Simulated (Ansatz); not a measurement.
Sr2MgClO3 in Ansatz, relaxation

Input:

```yaml
crystal:
  lattice:
    - [3.856775, 0.0, 0.0]
    - [0.0, 3.856775, 0.0]
    - [0.0, 0.0, 14.795028]
  atoms:
    - { symbol: Sr, position: [0.25, 0.25, 0.34372] }
    - { symbol: Sr, position: [0.75, 0.75, 0.65628] }
    - { symbol: O, position: [0.75, 0.25, 0.2311] }
    - { symbol: O, position: [0.25, 0.75, 0.2311] }
    - { symbol: O, position: [0.25, 0.75, 0.7689] }
    - { symbol: O, position: [0.75, 0.25, 0.7689] }
    - { symbol: Cl, position: [0.75, 0.75, 0.4264] }
    - { symbol: Cl, position: [0.25, 0.25, 0.5736] }
    - { symbol: O, position: [0.75, 0.75, 0.0734] }
    - { symbol: O, position: [0.25, 0.25, 0.9266] }
    - { symbol: Sr, position: [0.25, 0.25, 0.09083] }
    - { symbol: Sr, position: [0.75, 0.75, 0.90917] }
    - { symbol: Mg, position: [0.75, 0.75, 0.2103] }
    - { symbol: Mg, position: [0.25, 0.25, 0.7897] }
  symmetry: { tolerance: 0.0003 }
kpoints:
  mp_grid: { grid: [7, 7, 2], shift: [0, 0, 0] }
magnetization:
  spin_polarized: false
scf:
  occupations: { method: methfessel_paxton, width: 0.0735 }
  lower_state_search: "off"
hamiltonian:
  pseudopotentials: { kind: paw }
  xc: pbe
basis:
  ecutwfc: 420
  fft_grid_basis: typed
relax:
  max_steps: 40
  cell: { p_target: 0.0 }
output:
  forces: true
  stress: true
  eigenvalues: true
  populations: true
  elf: true
  write_potential: true
  volumetric_format: npy
  dos:
    e_range: [-12, 8]
    de: 0.05
    projected: { site_lists: { Cl: [Cl], Mg: [Mg], O: [O], Sr: [Sr] } }
  bader: false
checkpoint:
  read: saved_state
```

Launch command:

```bash
ansatz run input.yaml --threads 2 --pin off --max-ram 3584MiB --backend cpu --events-out ev --progress --plain --runs-dir out
```

Origin of the cell: a known structure type with other elements, at an estimated volume, so it need not be a known compound.

The saved state is a converged single point of the same cell.

Steps («new basis» is an SCF on plane waves selected anew at the same cell):

| step | ΔF (meV/atom) | max force component (eV/Å) | P (GPa) | volume (Å³) | SCF iterations | step was |
| --- | --- | --- | --- | --- | --- | --- |
| 1 | 0.0 | 0.544 | 4.70 | 220.07 | 10 | accepted |
| 2 | -11.4 | 0.415 | 1.25 | 228.54 | 14 | accepted |
| 3 | -14.9 | 0.188 | -0.40 | 233.54 | 10 | accepted |
| 4 | -15.6 | 0.121 | -0.12 | 232.58 | 5 | accepted |
| 5 | -15.9 | 0.044 | 0.05 | 231.84 | 10 | accepted |
| 6 | -16.0 | 0.018 | 0.04 | 231.71 | 10 | accepted |
| 7 | -16.0 | 0.004 | 0.00 | 231.70 | 11 | accepted |
| 8 | -18.3 | 0.004 | 0.23 | 231.70 | 9 | new basis |
| 9 | -18.2 | 0.005 | -0.02 | 232.47 | 9 | accepted |
| 10 | -18.3 | 0.005 | -0.01 | 232.47 | 10 | new basis |

Step 1, with forces in eV/Å:

```xyz
14
Lattice="3.857 0.000 0.000 0.000 3.857 0.000 0.000 0.000 14.795" Properties=species:S:1:pos:R:3:forces:R:3 pbc="T T T" step=1
Sr    0.964    0.964    5.085    0.000    0.000    0.227
Sr    2.893    2.893    9.710    0.000    0.000   -0.227
O     2.893    0.964    3.419    0.000    0.000    0.251
O     0.964    2.893    3.419    0.000    0.000    0.251
O     0.964    2.893   11.376    0.000    0.000   -0.251
O     2.893    0.964   11.376    0.000    0.000   -0.251
Cl    2.893    2.893    6.309    0.000    0.000   -0.129
Cl    0.964    0.964    8.486    0.000    0.000    0.129
O     2.893    2.893    1.086    0.000    0.000   -0.204
O     0.964    0.964   13.709    0.000    0.000    0.204
Sr    0.964    0.964    1.344    0.000    0.000    0.252
Sr    2.893    2.893   13.451    0.000    0.000   -0.252
Mg    2.893    2.893    3.111    0.000    0.000   -0.544
Mg    0.964    0.964   11.684    0.000    0.000    0.544
```

Step 2, with forces in eV/Å:

```xyz
14
Lattice="3.914 0.000 0.000 0.000 3.914 0.000 0.000 0.000 14.921" Properties=species:S:1:pos:R:3:forces:R:3 pbc="T T T" step=2
Sr    0.978    0.978    5.136    0.000    0.000   -0.286
Sr    2.935    2.935    9.785    0.000    0.000    0.286
O     2.935    0.978    3.421    0.000    0.000    0.244
O     0.978    2.935    3.421    0.000    0.000    0.244
O     0.978    2.935   11.500    0.000    0.000   -0.244
O     2.935    0.978   11.500    0.000    0.000   -0.244
Cl    2.935    2.935    6.297    0.000    0.000    0.068
Cl    0.978    0.978    8.624    0.000    0.000   -0.068
O     2.935    2.935    1.040    0.000    0.000    0.130
O     0.978    0.978   13.881    0.000    0.000   -0.130
Sr    0.978    0.978    1.435    0.000    0.000   -0.415
Sr    2.935    2.935   13.486    0.000    0.000    0.415
Mg    2.935    2.935    3.081    0.000    0.000   -0.218
Mg    0.978    0.978   11.840    0.000    0.000    0.218
```

Step 3, with forces in eV/Å:

```xyz
14
Lattice="3.953 0.000 0.000 0.000 3.953 0.000 0.000 0.000 14.945" Properties=species:S:1:pos:R:3:forces:R:3 pbc="T T T" step=3
Sr    0.988    0.988    5.118    0.000    0.000   -0.009
Sr    2.965    2.965    9.828    0.000    0.000    0.009
O     2.965    0.988    3.439    0.000    0.000    0.097
O     0.988    2.965    3.439    0.000    0.000    0.097
O     0.988    2.965   11.507    0.000    0.000   -0.097
O     2.965    0.988   11.507    0.000    0.000   -0.097
Cl    2.965    2.965    6.308    0.000    0.000   -0.046
Cl    0.988    0.988    8.637    0.000    0.000    0.046
O     2.965    2.965    1.073    0.000    0.000   -0.108
O     0.988    0.988   13.873    0.000    0.000    0.108
Sr    0.988    0.988    1.393    0.000    0.000   -0.048
Sr    2.965    2.965   13.553    0.000    0.000    0.048
Mg    2.965    2.965    3.102    0.000    0.000   -0.188
Mg    0.988    0.988   11.844    0.000    0.000    0.188
```

Step 4, with forces in eV/Å:

```xyz
14
Lattice="3.952 0.000 0.000 0.000 3.952 0.000 0.000 0.000 14.888" Properties=species:S:1:pos:R:3:forces:R:3 pbc="T T T" step=4
Sr    0.988    0.988    5.104    0.000    0.000    0.025
Sr    2.964    2.964    9.785    0.000    0.000   -0.025
O     2.964    0.988    3.433    0.000    0.000    0.040
O     0.988    2.964    3.433    0.000    0.000    0.040
O     0.988    2.964   11.455    0.000    0.000   -0.040
O     2.964    0.988   11.455    0.000    0.000   -0.040
Cl    2.964    2.964    6.281    0.000    0.000   -0.003
Cl    0.988    0.988    8.607    0.000    0.000    0.003
O     2.964    2.964    1.061    0.000    0.000   -0.043
O     0.988    0.988   13.828    0.000    0.000    0.043
Sr    0.988    0.988    1.393    0.000    0.000   -0.064
Sr    2.964    2.964   13.496    0.000    0.000    0.064
Mg    2.964    2.964    3.087    0.000    0.000   -0.121
Mg    0.988    0.988   11.802    0.000    0.000    0.121
```

Step 5, with forces in eV/Å:

```xyz
14
Lattice="3.954 0.000 0.000 0.000 3.954 0.000 0.000 0.000 14.829" Properties=species:S:1:pos:R:3:forces:R:3 pbc="T T T" step=5
Sr    0.988    0.988    5.094    0.000    0.000    0.023
Sr    2.965    2.965    9.736    0.000    0.000   -0.023
O     2.965    0.988    3.426    0.000    0.000    0.000
O     0.988    2.965    3.426    0.000    0.000    0.000
O     0.988    2.965   11.403    0.000    0.000    0.000
O     2.965    0.988   11.403    0.000    0.000    0.000
Cl    2.965    2.965    6.258    0.000    0.000    0.029
Cl    0.988    0.988    8.571    0.000    0.000   -0.029
O     2.965    2.965    1.050    0.000    0.000    0.006
O     0.988    0.988   13.780    0.000    0.000   -0.006
Sr    0.988    0.988    1.385    0.000    0.000   -0.026
Sr    2.965    2.965   13.444    0.000    0.000    0.026
Mg    2.965    2.965    3.069    0.000    0.000   -0.044
Mg    0.988    0.988   11.760    0.000    0.000    0.044
```

Step 6, with forces in eV/Å:

```xyz
14
Lattice="3.955 0.000 0.000 0.000 3.955 0.000 0.000 0.000 14.816" Properties=species:S:1:pos:R:3:forces:R:3 pbc="T T T" step=6
Sr    0.989    0.989    5.095    0.000    0.000    0.010
Sr    2.966    2.966    9.721    0.000    0.000   -0.010
O     2.966    0.989    3.425    0.000    0.000    0.000
O     0.989    2.966    3.425    0.000    0.000    0.000
O     0.989    2.966   11.390    0.000    0.000    0.000
O     2.966    0.989   11.390    0.000    0.000    0.000
Cl    2.966    2.966    6.260    0.000    0.000    0.017
Cl    0.989    0.989    8.556    0.000    0.000   -0.017
O     2.966    2.966    1.047    0.000    0.000    0.015
O     0.989    0.989   13.769    0.000    0.000   -0.015
Sr    0.989    0.989    1.382    0.000    0.000   -0.003
Sr    2.966    2.966   13.434    0.000    0.000    0.003
Mg    2.966    2.966    3.064    0.000    0.000   -0.018
Mg    0.989    0.989   11.752    0.000    0.000    0.018
```

Step 8, with forces in eV/Å:

```xyz
14
Lattice="3.954 0.000 0.000 0.000 3.954 0.000 0.000 0.000 14.822" Properties=species:S:1:pos:R:3:forces:R:3 pbc="T T T" step=8
Sr    0.988    0.988    5.102    0.000    0.000    0.003
Sr    2.965    2.965    9.720    0.000    0.000   -0.003
O     2.965    0.988    3.429    0.000    0.000    0.000
O     0.988    2.965    3.429    0.000    0.000    0.000
O     0.988    2.965   11.392    0.000    0.000    0.000
O     2.965    0.988   11.392    0.000    0.000    0.000
Cl    2.965    2.965    6.270    0.000    0.000    0.001
Cl    0.988    0.988    8.552    0.000    0.000   -0.001
O     2.965    2.965    1.049    0.000    0.000   -0.004
O     0.988    0.988   13.772    0.000    0.000    0.004
Sr    0.988    0.988    1.381    0.000    0.000   -0.002
Sr    2.965    2.965   13.440    0.000    0.000    0.002
Mg    2.965    2.965    3.064    0.000    0.000    0.004
Mg    0.988    0.988   11.758    0.000    0.000   -0.004
```

Step 10, with forces in eV/Å:

```xyz
14
Lattice="3.960 0.000 0.000 0.000 3.960 0.000 0.000 0.000 14.825" Properties=species:S:1:pos:R:3:forces:R:3 pbc="T T T" step=10
Sr    0.990    0.990    5.101    0.000    0.000   -0.002
Sr    2.970    2.970    9.724    0.000    0.000    0.002
O     2.970    0.990    3.429    0.000    0.000   -0.003
O     0.990    2.970    3.429    0.000    0.000   -0.003
O     0.990    2.970   11.396    0.000    0.000    0.003
O     2.970    0.990   11.396    0.000    0.000    0.003
Cl    2.970    2.970    6.269    0.000    0.000   -0.001
Cl    0.990    0.990    8.556    0.000    0.000    0.001
O     2.970    2.970    1.049    0.000    0.000    0.004
O     0.990    0.990   13.776    0.000    0.000   -0.004
Sr    0.990    0.990    1.383    0.000    0.000   -0.005
Sr    2.970    2.970   13.442    0.000    0.000    0.005
Mg    2.970    2.970    3.066    0.000    0.000   -0.002
Mg    0.990    0.990   11.760    0.000    0.000    0.002
```

```yaml
Free_energy_lowered_by: 18.3 meV/atom
Volume_change: 5.63 %
Final_pressure: -0.01 GPa
Relaxation_steps_listed: 10
Gap_on_the_mesh: none (metal)
```

Caveats: no spin, though holes on the anions or broken bonds may carry moments; the relaxation held the start's symmetry, so the end may be a saddle point.

It ran for 180 s of wall time on 2 CPU thread(s) of a shared host, from a saved density.
